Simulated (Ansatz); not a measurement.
ZnCdSeS:
```yaml
crystal:
  lattice:
    - [4.01107, 0.00000, 0.00000]
    - [-2.00554, 3.47369, 0.00000]
    - [0.00000, 0.00000, 6.72183]
  atoms:
    - { symbol: Zn, position: [0.33333, 0.66667, 0.98940] }
    - { symbol: Cd, position: [0.00000, 0.00000, 0.51900] }
    - { symbol: Se, position: [0.33333, 0.66667, 0.35167] }
    - { symbol: S, position: [0.00000, 0.00000, 0.89191] }
```

Tensor components refer to the Cartesian frame of this cell.

Task: Give the proper piezoelectric stress tensor with relaxed ions from PBEsol in the plane-wave PAW code Ansatz.

Result: In C/m², rows x, y, z, Voigt columns; mesh uncertainty up to 0.01.
```
 0.00   0.00   0.00   0.00  -0.09  -0.25
-0.25   0.25   0.00  -0.09   0.00   0.00
-0.09  -0.09   0.15   0.00   0.00   0.00
```

The elastic tensor of the same run (GPa):

```
      1     2     3     4     5     6
-  ----  ----  ----  ----  ----  ----
1  84.5  45.4  41.7  -0.8   0.0   0.0
2  45.4  84.5  41.7   0.8   0.0   0.0
3  41.7  41.7   118   0.0   0.0   0.0
4  -0.8   0.8   0.0  18.3   0.0   0.0
5   0.0   0.0   0.0   0.0  18.3  -0.8
6   0.0   0.0   0.0   0.0  -0.8  19.6
```

Task: Convert to strain constants d = e·S.

Result: In pC/N:
```
  0.0    0.0    0.0    0.0   -5.7  -13.2
 -6.6    6.6    0.0   -5.7    0.0    0.0
 -1.4   -1.4    2.3    0.0    0.0    0.0
```

Space group P3m1. The first step of the workflow began from a Materials Project structure, measured or hypothetical; the Crystallography Open Database copy checked does not list it. Its standing as an ambient phase is unchecked. The PBEsol relaxation kept the symmetry of its start; of distortions, only those at the zone centre were tested.

Potentials: the later of the program's two PAW sets.
